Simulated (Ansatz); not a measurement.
C in space group P6_3/mmc (No. 194; Pearson symbol hP36), the program Ansatz at the r²SCAN level (PAW). The conduction-band minimum lies on the Γ–M line, 72 % of the way from Γ, with 6 equivalent valleys. Second derivatives d²E/dk² of the lowest band at one valley (eV·Å²), along Cartesian directions:

```tsv
direction	d²E/dk²
[100]	28.82
[010]	6.461
[001]	11.89
[110]	17.65
[101]	20.37
[011]	9.182
```

Task: Find the principal effective masses, the density-of-states mass and the conductivity mass.

Result: Off-diagonal terms follow from H_xy = H[110] − (H_xx + H_yy)/2, and m*/mₑ = 7.620 eV·Å² over each eigenvalue: 0.26, 0.64, 1.2. One valley's DOS mass (m₁m₂m₃)^(1/3) = 0.58, conductivity mass 3/(Σ 1/mᵢ) = 0.48 mₑ.

Task: What effective density of states Nc follows at 300 K for parabolic valleys?

Result: Nc = 2.509e19 × 6 × (0.58)^(3/2) ≈ 6.7e19 cm⁻³.

The start of the workflow was typed in or built on a structure type. Its sites differ from those of the usual phase in this space group: another stacking or structure type. The r²SCAN relaxation kept the symmetry of its start; whether a distortion lowers the energy is not shown.

Potentials: the later of the program's two PAW sets.

Edges and masses are those of Kohn–Sham bands, whose gap is no quasiparticle gap.
